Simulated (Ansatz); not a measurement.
**Data sheet: BaGa2H2 (DFT)**

BaGa2H2:
```yaml
crystal:
  lattice:
    - [4.51554, 0.00000, 0.00000]
    - [-2.25777, 3.91057, 0.00000]
    - [0.00000, 0.00000, 4.95721]
  atoms:
    - { symbol: Ba, position: [0.00000, 0.00000, 0.00000] }
    - { symbol: Ga, position: [0.33333, 0.66667, 0.46801] }
    - { symbol: Ga, position: [0.66667, 0.33333, 0.53199] }
    - { symbol: H, position: [0.33333, 0.66667, 0.13081] }
    - { symbol: H, position: [0.66667, 0.33333, 0.86919] }
```

Space group P-3m1 (No. 164); conventional cell a = 4.516 Å, b = 4.516 Å, c = 4.957 Å, α = 90.00°, β = 90.00°, γ = 120.00°.

Method: the program Ansatz at the r²SCAN level (PAW). The cell and atoms are relaxed at this level. Other levels are named where they apply.

Cell and energy:

```json
{
 "volume_per_atom": "17.51 Å³",
 "density": "5.29 g/cm³",
 "Formation energy from the elements (no fitted shifts)": "-0.55 eV/atom"
}
```

Electronic structure:

```json
{
 "electronic_character": "metallic (no gap)",
 "Density of states at the Fermi level": "0.03 states/eV per atom (mean over ±0.08 eV)"
}
```

The workflow started from a Materials Project entry (that database holds measured and hypothetical structures alike); the Crystallography Open Database files this formula in space group No. 164, but the cells were not matched. Whether it is the stable phase at ambient conditions was not checked. The cell was relaxed with r²SCAN under the symmetry of its start; whether a distortion lowers the energy is not shown. The references are the lowest solids computed at this level, not always the standard phases (solids in place of the gases). Spin–orbit coupling is left out wherever it is not named.

Potentials: the later of the program's two PAW sets.
